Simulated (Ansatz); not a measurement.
CdHgSe2 in space group P-4m2 (No. 115; Cd on 1c, Hg on 1a, Se on 2g), PBEsol (plane waves, PAW; program Ansatz), all energies at zero smearing, with the estimated change up to a 700 eV cutoff added, with one set of potentials and settings (totals compare only within such a set). Cell of 4 atoms (1 Cd, 1 Hg, 2 Se): -32702.029 eV.

```tsv
element	reference phase	E (eV/atom)
Cd	P6_3/mmc, 2 atoms in the cell	-8184.0667
Hg	R-3m, 1 atoms in the cell	-13668.0149
Se	P3_121, 3 atoms in the cell	-5424.2079
```

Formation energy per atom, worked out: (-32702.029 − 1×(-8184.0667) − 1×(-13668.0149) − 2×(-5424.2079))/4 = -0.383 eV/atom (-37 kJ per mol of atoms), at 0 K, without zero-point energy or fitted corrections.

The workflow started from a Materials Project entry (that database holds measured and hypothetical structures alike); the Crystallography Open Database copy checked does not list it. With Cd and Hg taken as one species the cell has the higher symmetry F-43m, so it may be an ordered model of a mixed-site phase. Whether it is the stable phase at ambient conditions was not checked. The PBEsol relaxation kept the symmetry of its start; of distortions, only those at the zone centre were tested. The references are the lowest solids computed at this level, not always the standard phases. Scalar-relativistic: spin–orbit coupling is off unless named, which matters more the heavier the elements.

Potentials: the later of the program's two PAW sets.
